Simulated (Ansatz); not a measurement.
One crystal and one scan (frozen-phonon scan) at two levels, PBE (plane waves to 420 eV, PAW, scalar-relativistic; Ansatz, a first-principles code) and r2SCAN (plane waves to 500 eV, PAW, scalar-relativistic; Ansatz), each from its own relaxed cell and on its own mesh. The cell shown is that of PBE.

Relaxed SiC (zinc blende):

```
CELL_PARAMETERS angstrom
      0.00000     4.37975     4.37975
      2.18988     0.00000     2.18988
      2.18988     2.18988     0.00000
ATOMIC_POSITIONS crystal
  C  0.37500 0.75000 0.75000
  C  0.87500 0.75000 0.75000
  Si 0.00000 0.00000 0.00000
  Si 0.50000 0.00000 0.00000
```

A phonon eigenvector at L = (0.5, 0.0, 0.0) is frozen into this cell: atom i moves by Q times the vector below, so Q is the largest atomic displacement, in Å. The cell is held. It is one choice among 2 degenerate patterns. (q is in reciprocal vectors of the primitive cell; the cell shown is doubled to hold the pattern.)

```csv
atom,x,y,z
C1,0.285,-0.520,0.805
C2,-0.285,0.520,-0.805
Si3,0.109,-0.198,0.307
Si4,-0.109,0.198,-0.307
```

SiC was relaxed with its symmetry unable to fall. Percentages come from the unrounded values.

Results of PBE:

* **Lattice constant a (Å)**: 4.380
* **Harmonic wavenumber from the curvature (finite differences) (cm⁻¹ (negative: imaginary))**: 748
* **Shape of the curve**: a single well with its minimum at or next to zero displacement

Estimate the r2SCAN values.


```
quantity                                                                                  r2SCAN     PBE − r2SCAN
----------------------------------------------------------------------------------------  ------  ---------------
Lattice constant a (Å)                                                                     4.356  +0.024 (+0.5 %)
Harmonic wavenumber from the curvature (finite differences) (cm⁻¹ (negative: imaginary))     770     -22 (-2.9 %)
```

PBE gives the higher value for: lattice constant a. PBE gives the lower value for: harmonic wavenumber from the curvature. Both give the same shape of the curve: a single well with its minimum at or next to zero displacement.

(A displaced cell: forces are minus the slopes of the energy, force constants its curvatures, and phonons follow from these.)
